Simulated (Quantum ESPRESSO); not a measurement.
TiZr3O8, a curve over one atom's position

A calculation, not a measurement. The program is pw.x of Quantum ESPRESSO 7.5 (plane-wave density functional theory). The cell is made up: 12 atoms on a fluorite lattice, with randomly drawn elements, strain and displacements, not relaxed. PseudoDojo standard norm-conserving files (v0.5 for PBE, v0.4.1 for LDA and PBEsol) set the functional; there is no spin polarisation, spin-orbit coupling or dispersion term, and the masses in the input are unused placeholders.

Seven runs move atom 10 (O, counted in the order of the input) along y and keep all else fixed.

Input of the run at -0.0050:

```
&control calculation='scf', pseudo_dir='./dojo.nc.sr.pbe.v0_5.standard.upf', outdir='./o', disk_io='medium', tprnfor=.true., tstress=.true. /
&system ibrav=0, nat=12, ntyp=3, nbnd=54, ecutwfc=84.00895049, nosym=.true., tot_charge=0,
 occupations='smearing', smearing='fd', degauss=0.0018374661
/
&electrons conv_thr=7.350e-09, electron_maxstep=60, /
ATOMIC_SPECIES
O 1.0 O.upf
Ti 1.0 Ti.upf
Zr 1.0 Zr.upf
CELL_PARAMETERS angstrom
4.9405 -0.0263 0.0026
-0.0263 5.008 -0.0002
0.0026 -0.0002 4.8599
ATOMIC_POSITIONS angstrom
Ti -0.0329 -0.0673 -0.1313
Zr 0.049 2.348 2.4191
Zr 2.3948 -0.0582 2.2966
Zr 2.4625 2.6137 0.0217
O 1.1318 1.1912 1.1975
O 1.2119 1.2436 3.5904
O 1.242 3.7636 1.0743
O 1.3122 3.7011 3.4761
O 3.6349 1.2463 1.1952
O 3.7537 1.2375 3.6501
O 3.772 3.6781 1.2174
O 3.6317 3.8462 3.5956
K_POINTS automatic
5 4 5 1 1 1
```

```
shift of atom 10 along y (Å)  free energy less that of the input shown (eV)  Fx on atom 10 (eV/Å)  Fy on atom 10 (eV/Å)  Fz on atom 10 (eV/Å)  pressure (GPa)  iterations
                     -0.0754                                         0.0085                 0.107                 0.531                 0.405           24.32          17
                     -0.0650                                         0.0036                 0.085                 0.408                 0.421           24.32          17
                     -0.0050                                         0.0000                -0.050                -0.283                 0.514           24.42          16
                     +0.0068                                         0.0041                -0.078                -0.416                 0.533           24.46          16
                     +0.0336                                         0.0193                -0.145                -0.712                 0.578           24.58          16
                     +0.0553                                         0.0373                -0.201                -0.948                 0.616           24.69          16
                     +0.0755                                         0.0586                -0.254                -1.167                 0.653           24.81          16
```

A cubic fit gives dFy/dy = -11.20 eV/Å² at zero shift. Across the table the free energy follows the integral of the force to within 0.1 meV. A rerun of one of the cells at a cutoff of 1467 eV and k mesh 7 x 6 x 7 moved values by no more than 0.003 eV in energy, 0.05 GPa in stress and 0.003 eV/Å in force.